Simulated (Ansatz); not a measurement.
# What DFT gives for Rb2CuCl4

```
Cl Cu Rb
1.0
     0.00000    7.24098    0.00000
     7.81446   -3.62049    0.00000
     0.00000    0.00000   -7.23092
Cl Cu Rb
8 2 4
Direct
  0.14960 0.29920 0.00000
  0.35040 0.70080 0.50000
  0.85040 0.70080 0.00000
  0.64960 0.29920 0.50000
  0.23400 0.00000 0.76800
  0.26600 0.00000 0.26800
  0.76600 0.00000 0.23200
  0.73400 0.00000 0.73200
  0.00000 0.00000 0.00000
  0.50000 0.00000 0.50000
  0.35840 0.71680 0.00000
  0.14160 0.28320 0.50000
  0.64160 0.28320 0.00000
  0.85840 0.71680 0.50000
```

Single point in Ansatz 0.2.0 with r2SCAN, no spin polarisation. Cutoff 500 eV, PAW datasets, 5×5×5 Γ-centred k mesh, gaussian filling (width 0.2355 eV).

**Question.** Which atom feels the largest force, and which way?

**Answer.** The largest is on Rb11 (and as large on other atoms): 0.16 eV/Å, components (0.16, 0.00, 0.00). It makes 180° with the line to a nearest neighbour, Cl1 at 3.26 Å, pointing away from it.

**Question.** What do density and ELF say about some of the short contacts?

**Answer.** Cl–Cu at 2.34 Å: least valence density 0.43 e/Å³ and ELF 0.20 there. Rb–Cl at 3.26 Å: least valence density 0.08 e/Å³ and ELF 0.03 there. These are pseudo-fields; inside the PAW spheres they differ from the all-electron ones.

**Question.** Is it stable against the elements?

**Answer.** -1.59 eV an atom against the elements' usual phases (free molecules for gases, crystals otherwise, with no correction for O₂ or N₂), so it is bound against them; other compounds may still compete. Relaxing would lower it.

**Question.** What happens at the Fermi level?

**Answer.** It is a metal, with about 8 states/eV a cell as the mean within 0.25 eV of the Fermi level, mostly Cl p (52 %) and Cu d (45 %).

**Question.** Give the Bader charges.

**Answer.** Bader charges in e: Rb +0.88, Cu +0.96, Cl -0.70 to -0.66. In the mean Cu gives up most and Cl takes most.

Origin: a database entry at a rescaled volume. Caveats: many states at the Fermi level without spin polarisation, so a magnetic state may lie lower; wide smearing.
